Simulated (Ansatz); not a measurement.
MgS (rock salt, space group No. 225) under volume change, PBE in the plane-wave PAW code Ansatz, scaled uniformly.

```json
[
 {"V (Å³/atom)": "16.270", "E − E(relaxed) (meV/atom)": "39.2", "P (GPa)": "8.45"},
 {"V (Å³/atom)": "16.807", "E − E(relaxed) (meV/atom)": "16.5", "P (GPa)": "5.19"},
 {"V (Å³/atom)": "17.343", "E − E(relaxed) (meV/atom)": "?", "P (GPa)": "?"},
 {"V (Å³/atom)": "17.879", "E − E(relaxed) (meV/atom)": "0.0", "P (GPa)": "0.00"},
 {"V (Å³/atom)": "18.416", "E − E(relaxed) (meV/atom)": "3.5", "P (GPa)": "-2.06"},
 {"V (Å³/atom)": "18.952", "E − E(relaxed) (meV/atom)": "?", "P (GPa)": "?"},
 {"V (Å³/atom)": "19.488", "E − E(relaxed) (meV/atom)": "28.9", "P (GPa)": "-5.34"}
]
```

Task: Some entries are withheld; supply them.

Result: 
- 17.343, E − E(relaxed) (meV/atom): 3.9
- 17.343, P (GPa): 2.40
- 18.952, E − E(relaxed) (meV/atom): 13.5
- 18.952, P (GPa): -3.82

Task: What does a third-order Birch–Murnaghan fit give for V₀, B₀ and B′?

Result: V₀ = 17.88 Å³/atom, B₀ = 73.9 GPa, B′ = 4.1.

Space group Fm-3m (rock salt). The cell was relaxed with PBE under the symmetry of its start.

Potentials: the earlier of the program's two PAW sets.
